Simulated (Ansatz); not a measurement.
Computed with DFT PBE, scalar-relativistic, plane waves, PAW (Ansatz). All cells share a 420 eV cutoff and Γ-centred k meshes spaced at most about 0.3 Å⁻¹ (about 0.25 or finer for metals, 2π included). No spin polarisation in the final relaxations.

All energies are static (0 K, no zero-point motion).

Two forms of Mg5O were relaxed alike.

A.

Space group P-62m (No. 189). a = 7.119 Å, b = 7.119 Å, c = 2.911 Å, α = 90.00°, β = 90.00°, γ = 120.00°
```json
{"atom": "Mg", "site": "3f", "symmetry": "m2m", "x": "0.0000", "y": "0.2347", "z": "0.0000"}
{"atom": "Mg", "site": "2d", "symmetry": "-6..", "x": "0.6667", "y": "0.3333", "z": "0.5000"}
{"atom": "O", "site": "1b", "symmetry": "-62m", "x": "0.0000", "y": "0.0000", "z": "0.5000"}
```

B.

Space group P-6m2 (No. 187). a = 3.112 Å, b = 3.112 Å, c = 13.058 Å, α = 90.00°, β = 90.00°, γ = 120.00°
```
atom  site  symmetry       x       y       z
  Mg    2i       3m.  0.6667  0.3333  0.1013
  Mg    2g       3m.  0.0000  0.0000  0.3005
  Mg    1f      -6m2  0.6667  0.3333  0.5000
   O    1a      -6m2  0.0000  0.0000  0.0000
```

Problem. Which would you expect to be lower, and how large is the difference?

Solution. B is lower, by 198 meV/atom. A has space group P-62m (No. 189), 21.3 Å³/atom and no gap on its mesh; B has space group P-6m2 (No. 187), 18.2 Å³/atom and no gap. Counting Mg atoms around O (those within 1.25 times the shortest such distance or 1.15 times the sum of covalent radii), A and B both have O 6. The denser one is the lower, and pressure would at first widen the difference. Both come from invented guesses.

A magnetic state wasn't ruled out in cells without spin, among them P-6m2. Cells relaxed within their symmetry can be saddle points.
